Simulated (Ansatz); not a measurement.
LiCl:
```
CELL_PARAMETERS angstrom
      3.90306     0.00000     0.00000
     -1.95153     3.38015     0.00000
      0.00000     0.00000     6.24024
ATOMIC_POSITIONS crystal
  Li 0.66667 0.33333 0.87810
  Li 0.33333 0.66667 0.37810
  Cl 0.66667 0.33333 0.49690
  Cl 0.33333 0.66667 0.99690
```

Relaxed with HSE06. Special points in fractions of this cell's reciprocal vectors: Γ (0.000, 0.000, 0.000); M (0.500, 0.000, 0.000); K (0.333, 0.333, 0.000); A (0.000, 0.000, 0.500); L (0.500, 0.000, 0.500); H (0.333, 0.333, 0.500).

Question: List the band energies nearest the valence-band maximum at these points for DFT-HSE06 in the program Ansatz with PAW potentials.

Answer: In eV from the valence-band maximum; about four levels below and three above (degenerate sets whole), none deeper than 8.9 eV; points with the same levels are listed once.

```tsv
k	below	above
Γ	-0.44 -0.44 -0.09 -0.09 0.00	7.33 9.63 11.45 11.45
M	-1.26 -1.00 -0.63 -0.38	9.20 9.32 10.54
K	-1.32 -1.32 -1.06 -0.90 -0.90	9.06 10.81 11.49 11.49
A	-0.27 -0.27 -0.27 -0.27	8.69 8.69 11.66 11.66 11.66 11.66
L	-0.71 -0.71 -0.64 -0.64	8.73 8.73 11.34 11.34
H	-1.53 -1.53 -0.45 -0.45	10.13 10.13 10.25 10.25
```

Space group P6_3mc (wurtzite). The first step of the workflow began from a Materials Project structure, measured or hypothetical; the Crystallography Open Database copy checked does not list it. It is not the phase usual at ambient conditions (space group No. 225). The cell was relaxed with HSE06 under the symmetry of its start; whether a distortion lowers the energy is not shown. The hybrid was solved on a coarse mesh, the path and, where they were found, the r²SCAN edge points; its band edges are the extreme levels among these.

Potentials: the later of the program's two PAW sets.
